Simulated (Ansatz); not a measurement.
Ba₂Ti₂N₃F₃:
Space group P-4m2 (No. 115); a = 4.0705 Å, b = 4.0705 Å, c = 8.5379 Å, α = 90.00°, β = 90.00°, γ = 90.00°

```
atom  site  symmetry       x       y       z
----  ----  --------  ------  ------  ------
Ba      1b      -4m2  0.5000  0.5000  0.0000
Ti      2e      2mm.  0.0000  0.0000  0.2787
F       2g      2mm.  0.0000  0.5000  0.2352
N       2g      2mm.  0.5000  0.0000  0.2516
F       1a      -4m2  0.0000  0.0000  0.0000
Ba      1c      -4m2  0.5000  0.5000  0.5000
N       1d      -4m2  0.0000  0.0000  0.5000
```

Relaxed with PBE.

Task: Which orbitals make up the states near the band edges in plane-wave PAW PBE (Ansatz code)?

Result: Top 1 eV of the valence band: N 2p 74 %, Ti 3d 15 %. Bottom 1 eV of the conduction band: Ti 3d 85 %, N 2p 8 %. Projections are on Löwdin-orthogonalised atomic valence shells; empty p or d shells of many metals are not among them.

Task: Tabulate the density of states.

Result: States/eV per cell of 10 atoms, in 0.25 eV bins, energy from the valence-band maximum.

```tsv
E (eV)	total	Ti 3d	F 2p	N 2p
-7.85	0.00	0.00	0.00	0.00
-7.60	0.00	0.00	0.00	0.00
-7.35	3.72	0.38	3.11	0.02
-7.10	3.85	0.35	3.29	0.03
-6.85	3.12	0.22	2.75	0.02
-6.60	4.48	0.20	4.10	0.03
-6.35	1.00	0.04	0.91	0.02
-6.10	11.92	0.55	10.52	0.17
-5.85	12.22	0.47	11.04	0.12
-5.60	7.70	0.19	6.95	0.11
-5.35	0.07	0.01	0.06	0.00
-5.10	6.98	0.42	6.07	0.22
-4.85	3.00	0.07	2.78	0.05
-4.60	7.14	0.12	6.59	0.12
-4.35	6.68	0.09	6.17	0.09
-4.10	0.13	0.00	0.12	0.00
-3.85	0.00	0.00	0.00	0.00
-3.60	0.00	0.00	0.00	0.00
-3.35	0.00	0.00	0.00	0.00
-3.10	0.00	0.00	0.00	0.00
-2.85	4.17	0.93	0.12	2.71
-2.60	11.86	2.91	0.52	7.56
-2.35	4.50	1.13	0.13	2.91
-2.10	5.18	1.32	0.11	3.34
-1.85	4.79	1.21	0.10	3.09
-1.60	2.41	0.55	0.04	1.63
-1.35	3.24	0.86	0.07	2.11
-1.10	3.83	0.92	0.21	2.46
-0.85	4.59	0.91	0.22	3.14
-0.60	8.11	1.27	0.33	5.81
-0.35	10.12	1.46	0.26	7.60
-0.10	9.20	1.03	0.24	7.25
0.15	0.00	0.00	0.00	0.00
0.40	0.00	0.00	0.00	0.00
0.65	0.00	0.00	0.00	0.00
0.90	0.00	0.00	0.00	0.00
1.15	0.00	0.00	0.00	0.00
1.40	0.16	0.15	0.00	0.00
1.65	2.48	2.23	0.04	0.11
1.90	6.93	6.04	0.13	0.47
2.15	5.06	4.17	0.14	0.52
2.40	5.52	4.17	0.13	0.91
2.65	4.12	2.99	0.10	0.77
2.90	4.49	3.25	0.09	0.51
3.15	8.48	6.16	0.20	0.86
3.40	4.87	3.25	0.10	0.90
3.65	10.44	6.98	0.24	2.29
3.90	6.26	4.08	0.25	1.07
4.15	5.26	3.11	0.36	0.60
4.40	2.78	1.23	0.11	0.24
4.65	3.12	1.34	0.07	0.28
4.90	3.45	1.16	0.09	0.31
5.15	4.61	1.23	0.18	0.35
5.40	3.35	0.34	0.05	0.21
5.65	4.72	0.82	0.08	0.41
5.90	5.09	0.79	0.08	0.44
6.15	4.89	0.91	0.06	0.59
```

The start of the workflow was typed in or built on a structure type; neither database checked (COD, Materials Project) lists it. Its standing as an ambient phase is unchecked. The PBE relaxation kept the symmetry of its start; whether a distortion lowers the energy is not shown. The workflow began spin-polarised and lost its moments. Spin–orbit coupling is left out wherever it is not named.

Potentials: the earlier of the program's two PAW sets.
